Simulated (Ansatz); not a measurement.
CdSiP₂ (chalcopyrite, space group No. 122), LDA in the plane-wave PAW code Ansatz. The conduction-band minimum lies at Γ, with 1 equivalent valley. Second derivatives d²E/dk² of the lowest band at one valley (eV·Å²), along Cartesian directions:

| direction | d²E/dk² |
|---|---|
| [100] | 29.27 |
| [010] | 29.27 |
| [001] | 9.908 |
| [110] | 29.17 |
| [101] | 19.59 |
| [011] | 19.59 |

Problem. Find the principal effective masses, the density-of-states mass and the conductivity mass.

Solution. Off-diagonal terms follow from H_xy = H[110] − (H_xx + H_yy)/2, and m*/mₑ = 7.620 eV·Å² over each eigenvalue: 0.26, 0.26, 0.77. One valley's DOS mass (m₁m₂m₃)^(1/3) = 0.37, conductivity mass 3/(Σ 1/mᵢ) = 0.33 mₑ.

Problem. What effective density of states Nc follows at 300 K for parabolic valleys?

Solution. Nc = 2.509e19 × 1 × (0.37)^(3/2) ≈ 5.6e18 cm⁻³.

Problem. With the computed static dielectric constant 13.3 (mean of the diagonal), estimate a hydrogenic donor's binding energy and radius.

Solution. E = 13.606 eV × 0.33/13.3² ≈ 25 meV; a = 0.529 Å × ε/m* ≈ 21 Å. Semilocal masses tend to be too small when the gap is underestimated.

Space group I-42d (chalcopyrite). The LDA relaxation kept the symmetry of its start. Spin–orbit coupling is left out wherever it is not named.

Potentials: the later of the program's two PAW sets.
